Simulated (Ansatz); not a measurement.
**Si₃N₄, one structure, two calculations**

Cell: an entry of the Crystallography Open Database (COD; perhaps a calculated or model structure) whose atoms were relaxed with PBE, the cell held.

Space group P6_3/m (No. 176); a = 7.6015, c = 2.9061 Å, γ = 120.00°.

| site | Wyckoff | site symmetry | x | y | z |
| --- | --- | --- | --- | --- | --- |
| Si | 6h | m.. | 0.7680 | 0.1741 | 0.2500 |
| N7 | 6h | m.. | 0.0300 | 0.3299 | 0.2500 |
| N13 | 2d | -6.. | 0.6667 | 0.3333 | 0.2500 |

One atom of each set is listed.

First run. Computed with Ansatz: DFT, PBE, plane waves and PAW, scalar-relativistic, 420 eV cutoff, Γ-centred 4×4×10 k-points, Fermi–Dirac smearing 0.02 eV.

| site | V_zz (10²¹ V/m²) | η |
| --- | --- | --- |
| Si | 0.97 | 0.43 |
| N7 | -4.93 | 0.07 |
| N13 | -4.88 | 0.00 |

Second run. The same atoms and settings, except that the functional is r2SCAN and the cutoff is 500 eV.

Q: Given the first result, estimate the second.

A: 

| site | V_zz | η | change of V_zz |
| --- | --- | --- | --- |
| Si | 0.97 | 0.41 | 0.00 |
| N7 | -4.92 | 0.08 | +0.01 |
| N13 | -4.95 | 0.00 | -0.07 |

The largest change of V_zz is on N13, from -4.88 to -4.95. In per cent, |V_zz| changes by 0 on Si, 0 to +1 on N (all sites that start above 0.5).

For the first run: At this cell the PBE pressure is 6 GPa, so with PBE the cell would grow if it were relaxed.
